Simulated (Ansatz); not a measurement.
## 5 guesses for SnP5 and where they end

Computed with DFT PBE, scalar-relativistic, plane waves, PAW in Ansatz 0.2.0. All cells share a 420 eV cutoff and Γ-centred k meshes spaced at most about 0.3 Å⁻¹ (about 0.25 or finer for metals, 2π included). No spin polarisation in the final relaxations.

Each guess was relaxed in cell and atoms at zero pressure, within the symmetry of its start. These are static total energies at zero pressure. Coordination counts P atoms around Sn (those within 1.25 times the shortest such distance or 1.15 times the sum of covalent radii, 1.27 where that leaves under three; the shortest distance is added where it exceeds 1.18 times the sum of covalent radii).

```csv
guess,made from,start group,V start (Å³/atom),end group,V end (Å³/atom),coordination at the end,gap on mesh (eV),E over the lowest end (meV/atom)
1,KAu5 type,P6/mmm,19.4,P6/mmm,18.0,Sn 18 from 3.5 Å,0,0
2,random cell,P4/mmm,20.9,P4/mmm,20.0,Sn 4,0,48
3,random cell,P6/mmm,21.7,?,?,?,?,?
4,Be5Au type,F-43m,21.5,F-43m,19.8,Sn 16 from 3.3 Å,0,188
5,random cell,P4/mmm,24.7,P4/mmm,27.2,Sn 8 from 3.0 Å,0,61
```

Guess 3 as it starts:

```
Sn P
1.0
     4.39560    0.00000    0.00000
    -2.19780    3.80670    0.00000
     0.00000    0.00000    7.79168
Sn P
1 5
Direct
  0.00000 0.00000 0.50000
  0.50000 0.00000 0.00000
  0.00000 0.50000 0.00000
  0.50000 0.50000 0.00000
  0.00000 0.00000 0.20131
  0.00000 0.00000 0.79869
```

**Question.** Predict the end of this guess and its energy over the lowest end.

**Answer.** It ends in space group P6/mmm (No. 191), with a = 4.887 Å, c = 7.854 Å, 27.1 Å³/atom and no gap. It lies 0.43 eV/atom over the lowest end, above guess 4 and so the highest of the set. Counting P atoms around Sn, this end has Sn 2 and the lowest (guess 1) has Sn 18 from 3.5 Å. This end holds P–P nets (shortest 2.24 Å); the lowest (guess 1) holds P–P bonds in all directions (shortest 2.41 Å).

```
CELL_PARAMETERS angstrom
4.88748 0.00000 0.00000
-2.44374 4.23268 0.00000
0.00000 0.00000 7.85405
ATOMIC_POSITIONS crystal
Sn 0.00000 0.00000 0.50000
P 0.50000 0.00000 0.00000
P 0.00000 0.50000 0.00000
P 0.50000 0.50000 0.00000
P 0.00000 0.00000 0.14253
P 0.00000 0.00000 0.85747
```

Formation energies are uncorrected and refer to the elements' standard structures at the same level. The references include grey tin and black phosphorus.

**Question.** Is the lowest end bound against the elements?

**Answer.** No: its formation energy is +0.43 eV/atom. The separate elements lie lower, so it is unstable against them.

The k mesh leaves some 4 meV/atom of noise in the energy of each metallic cell. In P6/mmm at 18.0 Å³/atom, P4/mmm at 20.0 Å³/atom, P4/mmm at 27.2 Å³/atom, F-43m, P6/mmm at 27.1 Å³/atom an odd number of electrons in the primitive cell allows no gap without spin; a larger cell or a magnetic state could open one. A magnetic state wasn't ruled out in cells without spin, among them P6/mmm at 18.0 Å³/atom, P4/mmm at 20.0 Å³/atom, P4/mmm at 27.2 Å³/atom, F-43m, P6/mmm at 27.1 Å³/atom. The reference form of P is held partly by dispersion forces, which this level lacks. Cells relaxed within their symmetry can be saddle points. A lower structure may well exist outside this small set. Some candidate types were left out of the draw beforehand, so a known form may be missing.
